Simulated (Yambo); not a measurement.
Yambo run on K3CoF6 (space group Fm-3m, No. 225). The wavefunctions are norm-conserving PBEsol (Quantum ESPRESSO, 96 Ry, scalar-relativistic) ones on a 2×2×2 mesh (43 occupied bands); a = b = c = 6.0481 Å, α = β = γ = 60.00°.

Yambo input:

```
rim_cut
gw0
dyson
el_el_corr
HF_and_locXC
cohsex
em1s
RandQpts= 1000000
RandGvec= 1 Ry
EXXRLvcs= 96 Ry
VXCRLvcs= 384 Ry
Chimod= "HARTREE"
% BndsRnXs
 5 | 303 |
%
NGsBlkXs= 8 Ry
% LongDrXs
 1.0 | 1.0 | 1.0 |
%
ExtendOut
% QPkrange
 3 | 3 | 43 | 44 |
%
```

k points by index: 3 = X.

Table of the .qp output:

```
#    K-point    Band    Eo [eV]    E [eV]    E-Eo [eV]    Vxc [eV]    Vnlxc [eV]    Sc|Eo [eV]    Re(Z)    Im(Z)
#
    3    43    0.000000    -3.165242    -3.165242    -29.19337    -37.81713    5.458519    1.000000    0.000000
    3    44    1.321495    3.369279    2.047783    -28.25068    -20.50831    -5.694591    1.000000    0.000000
```
(The two width columns are left out.) Convergence of these settings isn't established.

Geometry of the Materials Project entry, not relaxed at this level.

The structure is a Materials Project entry; no match was found in the copy of COD used, and its stability was not checked.

The runs are not spin-polarised; magnetic order was not tried.
